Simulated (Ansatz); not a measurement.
Relaxed-ion elastic tensor of AlNi (rock salt, Fm-3m) in GPa (Voigt order), r²SCAN in the plane-wave PAW code Ansatz; density 5.13 g/cm³, 13.87 Å³ per atom.

```
  249   55.4   55.4    0.0    0.0    0.0
 55.4    249   55.4    0.0    0.0    0.0
 55.4   55.4    249    0.0    0.0    0.0
  0.0    0.0    0.0  -33.1    0.0    0.0
  0.0    0.0    0.0    0.0  -33.1    0.0
  0.0    0.0    0.0    0.0    0.0  -33.1
```

Question: Is the crystal mechanically stable?

Answer: No: the smallest eigenvalue of C is -33.1 GPa.

The start of the workflow was typed in or built on a structure type; neither database checked (COD, Materials Project) lists it. It is not the phase usual at ambient conditions (space group No. 221). The r²SCAN relaxation kept the symmetry of its start. At this level the phase is mechanically unstable. The workflow began spin-polarised and lost its moments. As this level gives no gap, shear constants depend on the k-mesh and smearing (Fermi–Dirac, 0.1 eV here).

Potentials: the earlier of the program's two PAW sets.
